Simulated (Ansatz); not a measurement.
Self-consistent spin–orbit runs of MnHg along several axes

Method: Ansatz, DFT PBE, spin-orbit coupling, plane waves, PAW.

```
CELL_PARAMETERS angstrom
3.28800 0.00000 0.00000
0.00000 3.28800 0.00000
0.00000 0.00000 3.31300
ATOMIC_POSITIONS crystal
Mn 0.50000 0.50000 0.50000
Hg 0.00000 0.00000 0.00000
```

```json
{
 "plane-wave cutoff": "420 eV",
 "Γ-centred k-mesh": "12×12×12",
 "occupation rule": "Gaussian smearing, 0.1 eV",
 "list of starting moments (μB, in atom order)": "4 0",
 "check for lower electronic states after the SCF": "on"
}
```

The moments start along each conventional axis in turn. Free energies count from the first axis and are rough on this mesh. The states are those that the runs reached from these starts; a lower one can exist.

```
axis Cartesian direction  ΔF (meV/cell) site spin moments along the axis, as the non-collinear run integrates them (μB)
   c    0.000 0.000 1.000          0.000                                                                         Mn +3.56
   a    1.000 0.000 0.000         -0.042                                                                         Mn +3.56
```

Cost: 2 runs of about 4.8 core-minutes in all, on Arm Neoverse V2 (shared hosts).